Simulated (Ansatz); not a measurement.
Si2MoN4:
Space group P6₃/mmc (No. 194); a = b = 2.8871 Å, c = 20.8320 Å, α = β = 90.00°, γ = 120.00°

```tsv
atom	site	symmetry	x	y	z
Mo	2c	-6m2	0.3333	0.6667	0.2500
N	4f	3m.	0.6667	0.3333	0.1903
Si	4f	3m.	0.6667	0.3333	0.1072
N	4e	3m.	0.0000	0.0000	0.0834
```

Relaxed at zero pressure with r²SCAN+D4 in the plane-wave PAW code Ansatz.

Problem. The volume is lowered by 6 % and shape and atoms relax at that volume. What pressure results, and how do the axes share the change?

Solution. 6.5 GPa; a -0.8 %, b -0.8 %, c -4.6 %; the energy rises by 11 meV/atom.

Problem. Give the new structure.

Solution. 
Space group P6₃/mmc (No. 194); a = b = 2.865 Å, c = 19.879 Å, α = β = 90.00°, γ = 120.00°

```tsv
atom	site	symmetry	x	y	z
Mo	2c	-6m2	0.3333	0.6667	0.2500
N	4f	3m.	0.6667	0.3333	0.1876
Si	4f	3m.	0.6667	0.3333	0.1010
N	4e	3m.	0.0000	0.0000	0.0762
```

The phase is kept; no other phase was compared at this pressure.

Space group P6_3/mmc. The start of the workflow was typed in or built on a structure type; neither database checked (COD, Materials Project) lists it. Its standing as an ambient phase is unchecked. The cell was relaxed with r²SCAN+D4 under the symmetry of its start; whether a distortion lowers the energy is not shown. The workflow began spin-polarised and lost its moments.

Potentials: the later of the program's two PAW sets.
